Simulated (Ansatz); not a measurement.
**FeCu (Cmmm): majority and minority states**

```
CELL_PARAMETERS angstrom
1.43827 -1.98793 0.00000
1.43827 1.98793 0.00000
0.00000 0.00000 4.13814
ATOMIC_POSITIONS crystal
Fe 0.00000 0.00000 0.00000
Cu 0.50000 0.50000 0.50000
```

The source of the geometry is a structure from the Materials Project; atoms and cell stay fixed.

Functional, mesh and filling: PBE, 12×12×7 k mesh, Fermi–Dirac smearing of 0.03 eV. LAPW is all-electron LAPW in Ansatz 0.2.0. Site moments are integrated in spheres about the atoms. Start moments (μB): Fe1 2.6.

Density of states, smoothed by a Gaussian of 0.15 eV:

```tsv
E − E_F (eV)	majority (states/eV/cell)	minority (states/eV/cell)
-7.00	0.14	0.13
-6.75	0.15	0.13
-6.50	0.16	0.14
-6.25	0.19	0.15
-6.00	0.23	0.17
-5.75	0.28	0.21
-5.50	0.39	0.25
-5.25	0.62	0.31
-5.00	0.96	0.45
-4.75	1.45	0.77
-4.50	1.88	1.08
-4.25	1.56	1.38
-4.00	2.15	1.65
-3.75	3.02	1.93
-3.50	2.86	2.69
-3.25	2.62	2.52
-3.00	2.35	1.98
-2.75	1.70	1.87
-2.50	2.25	1.80
-2.25	3.16	1.54
-2.00	3.02	1.34
-1.75	2.77	1.26
-1.50	2.76	1.36
-1.25	2.41	1.43
-1.00	1.47	1.62
-0.75	0.74	1.33
-0.50	0.52	1.13
-0.25	0.46	1.04
0.00	0.42	1.30
0.25	0.37	1.38
0.50	0.34	0.88
0.75	0.32	0.96
1.00	0.29	1.39
1.25	0.27	1.62
1.50	0.26	1.56
1.75	0.26	1.29
2.00	0.25	0.97
2.25	0.25	0.66
2.50	0.24	0.50
2.75	0.23	0.41
3.00	0.21	0.35
3.25	0.19	0.32
3.50	0.18	0.31
3.75	0.17	0.29
4.00	0.15	0.25
4.25	0.14	0.23
4.50	0.12	0.21
```

Problem. What spin moment does the cell carry?

Solution. 2.62 μB. Site moments (μB): Fe1 2.60, Cu2 0.07.

Problem. How large is the spin polarisation of the states at the Fermi level?

Solution. (N↑ − N↓)/(N↑ + N↓) = -51 %, from 0.42 and 1.31 states/eV; these are averaged over the run's smearing, not the smoothing of the table, and they move with the mesh.

Löwdin populations of d and f shells (filled inner shells left out):

| shell | up | down |
| --- | --- | --- |
| Fe1 3d | 4.75 | 2.10 |
| Cu2 3d | 4.92 | 4.81 |

The Ansatz runs typed with the search for lower states off end where their start leads. The magnetic state is the one that this cell and start allow. It needn't be the compound's measured order, which may need a larger cell or be absent.
